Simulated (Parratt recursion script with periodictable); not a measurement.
**How the EUV peak of a Si/Mo multilayer on Si grows with the number of periods**

```
layer, from the top  thickness (Å)  density (g/cm³)  rms roughness of its top face (Å)  δ at 13.5 nm  β at 13.5 nm
-------------------  -------------  ---------------  ---------------------------------  ------------  ------------
Si (in each period)           48.6            2.313                                  3  9.927 × 10⁻⁴      0.001813
Mo (in each period)           20.8           10.026                                  3       0.07476      0.006314
Si (substrate)                   –            2.313                                  3  9.927 × 10⁻⁴      0.001813
```

The refractive index is n = 1 − δ + iβ; the runs take δ and β at each wavelength of the scan. Vacuum lies above.

Densities are inputs, not measurements. They were set from computed cells of the Materials Project: Si from entry mp-149 (Fd-3m, 2.313 g/cm³); Mo from entry mp-129 (Im-3m, 10.026 g/cm³). A layer's crystal structure does not enter its constants, only its composition and density.

Model: EUV and soft X-ray reflectivity, Parratt recursion, Névot-Croce roughness, Henke tables. Program: Parratt recursion script with periodictable 1.7.1.

Light falls along the surface normal, where s and p polarisation coincide. The wavelength is scanned from 12.42 to 14.58 nm in 161 evenly spaced points, without smoothing. The peak is the highest scan point; its wavelength and height come from a parabola through R at that point and its two neighbours.

The runs differ in the number of periods N alone.

| N | peak λ (nm) | peak R (%) |
|---|---|---|
| 5 | 13.718 | 7.3 |
| 25 | 13.605 | ? |
| 60 | 13.635 | 71.5 |
| 80 | 13.637 | 71.8 |

Problem. Estimate the peak reflectivity for N = 25, trying the form R = R∞ tanh²(aN).

Solution. Take R∞ from the largest stack, 71.8 % at N = 80. For the shown row under 97 % of it, y = artanh[(R/R∞)^½] is 0.330 at N = 5, so a = 0.0660. This form gives tanh²y = 1.000 at N = 80, in keeping with the choice of R∞. At N = 25, y = 1.650 and R = 71.8 × tanh²y = 61.9 %.

The run gave 59.3 %, so the form misses by 2.6 points.
